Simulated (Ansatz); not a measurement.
**Is this Ti3Ge4 structure a true minimum?**

The structure comes from a proposed guess, relaxed at this level; another structure or a mixture of phases may lie lower.

The calculation used DFT PBE, scalar-relativistic, plane waves, PAW in Ansatz. Cutoff 420 eV; k points 12×12×12 on the computed 7-atom cell (Γ-centred); Gaussian smearing, width 0.10 eV; no spin polarisation.

The cell below (7 atoms, space group I4/mmm (No. 139)) is relaxed within its symmetry.

```
CELL_PARAMETERS angstrom
-1.70862 1.70862 9.75512
1.70862 -1.70862 9.75512
1.70862 1.70862 -9.75512
ATOMIC_POSITIONS crystal
Ti 0.14055 0.14055 0.00000
Ti 0.85945 0.85945 0.00000
Ti 0.00000 0.00000 0.00000
Ge 0.71260 0.71260 0.00000
Ge 0.28740 0.28740 0.00000
Ge 0.57136 0.57136 0.00000
Ge 0.42864 0.42864 0.00000
```

For the test it was strained at random (σ = 1.5 % a component), the atoms were moved at random (σ = 0.10 Å), and all was relaxed again on a coarse 6×6×6 mesh (in the run’s order of axes) with 0.20 eV smearing, with no symmetry imposed.

Problem. Does it come back?

Solution. It doesn't return. The energy falls by 36 meV/atom on that mesh, the volume changes by 0.7 %, and the end has space group C2/m (No. 12) at a loose tolerance. Relaxed again on an 8×8×10 mesh with 0.10 eV smearing, the new structure lies 35 meV/atom below the first (mesh in the axes of the run's cell; the cell below is made exact in the group named). Space group C2/m (No. 12), monoclinic, a = 20.648 Å, b = 3.658 Å, c = 3.035 Å, β = 90.6°. Ti on a site of symmetry m has 6 Ge at 2.63–2.78 Å, 3 Ge at 3.00–3.01 Å and 3 Ti at 3.03 Å; around Ti on a site of symmetry 2/m lie 4 Ge at 2.62 Å, 4 Ge at 3.00 Å and 4 Ti at 3.03 Å; Ge on its first site is surrounded by 4 Ti at 2.75–2.78 Å, 7 Ge at 2.84–3.03 Å and 1 Ti at 3.01 Å; around Ge on its second site lie 4 Ti at 2.62–2.63 Å, 4 Ge at 2.92–3.03 Å and 4 Ti at 3.00 Å.

```cif
data_structure
_symmetry_space_group_name_H-M 'C2/m'
_symmetry_Int_Tables_number 12
_cell_length_a 20.6481
_cell_length_b 3.6583
_cell_length_c 3.0345
_cell_angle_alpha 90.000
_cell_angle_beta 90.633
_cell_angle_gamma 90.000
_cell_volume 229.20
loop_
_atom_site_label
_atom_site_type_symbol
_atom_site_symmetry_multiplicity
_atom_site_Wyckoff_symbol
_atom_site_fract_x
_atom_site_fract_y
_atom_site_fract_z
_atom_site_occupancy
Ti1 Ti 4 i 0.85720 0.00000 0.26180 1
Ti2 Ti 2 c 0.00000 0.00000 0.50000 1
Ge1 Ge 4 i 0.78877 0.50000 0.74503 1
Ge2 Ge 4 i 0.92879 0.50000 0.88010 1
```
